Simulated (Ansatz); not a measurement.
The relaxed structure here is a generated cell of BP: the first start was made by placing the elements on the sites of a structure type, and the end was not matched to a known phase here, so it may be hypothetical. Known forms of BP include space group No. 216.

One stationary structure of BP. Space group Pnma (No. 62). These are r2SCAN (plane waves to 500 eV, PAW, scalar-relativistic; Ansatz, a program for electronic structure) values and carry that method's errors.

```xyz
8
Lattice="6.2632 0.0000 0.0000 0.0000 3.2272 0.0000 0.0000 0.0000 5.3760" Properties=species:S:1:pos:R:3 pbc="T T T"
B      1.0161     2.4204     0.5396
B      4.1476     2.4204     2.1484
B      5.2471     0.8068     4.8364
B      2.1155     0.8068     3.2276
P      2.1210     2.4204     2.1092
P      5.2526     2.4204     0.5788
P      4.1422     0.8068     3.2668
P      1.0106     0.8068     4.7972
```

Question: What is the computed band gap (r2SCAN)?

Answer: 0.80 eV, indirect (valence top at Γ, conduction bottom at U) (no spin-orbit coupling).

Question: What smallest direct gap does r2SCAN give?

Answer: 1.22 eV at Γ.

No spin polarisation in the result.

The run could not lose the symmetry of its start; a randomly shaken copy of 8 atoms returns to this structure.
